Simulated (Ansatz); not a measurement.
## Does this entry for CsNbS2O9 lie near equilibrium?

The cell is a COD entry, taken as it stands.

```cif
data_CsNbS2O9
_symmetry_space_group_name_H-M 'Pnma'
_symmetry_Int_Tables_number 62
_cell_length_a 17.5500
_cell_length_b 5.1700
_cell_length_c 8.8200
_cell_angle_alpha 90.000
_cell_angle_beta 90.000
_cell_angle_gamma 90.000
loop_
_atom_site_label
_atom_site_type_symbol
_atom_site_symmetry_multiplicity
_atom_site_Wyckoff_symbol
_atom_site_fract_x
_atom_site_fract_y
_atom_site_fract_z
Cs Cs 4 c 0.5674 0.2500 0.3488
Nb Nb 4 c 0.8145 0.2500 0.4367
S9 S 4 c 0.9348 0.7500 0.3700
S13 S 4 c 0.7943 0.2500 0.0427
O17 O 4 c 0.9718 0.7500 0.5130
O21 O 4 c 0.7634 0.2500 0.1902
O25 O 4 c 0.6537 0.7500 0.1018
O29 O 4 c 0.8827 0.2500 0.0254
O33 O 4 c 0.9846 0.7500 0.2432
O37 O 8 d 0.7286 0.9810 0.4597
O45 O 8 d 0.8819 0.9805 0.3439
```

One atom of each set is listed.

Computed with Ansatz: DFT, PBE, plane waves and PAW, scalar-relativistic, 420 eV cutoff, Γ-centred 2×4×3 k-points, Fermi–Dirac smearing 0.02 eV.

(1) Do the atoms and the cell lie near the calculated equilibrium?

Results:

(1) No. The largest force is 9.9 eV/Å, on atom 27 (O: 1 Nb at 1.56 Å), and the pressure is 12.0 GPa, with principal stresses up to 23 GPa in size. Such values can come from a cell under pressure, imprecise or misplaced coordinates, missing atoms or a wrong setting of the space group; the run alone doesn't tell which, and gradients calculated on this entry can't be taken for those of the compound at ambient conditions.
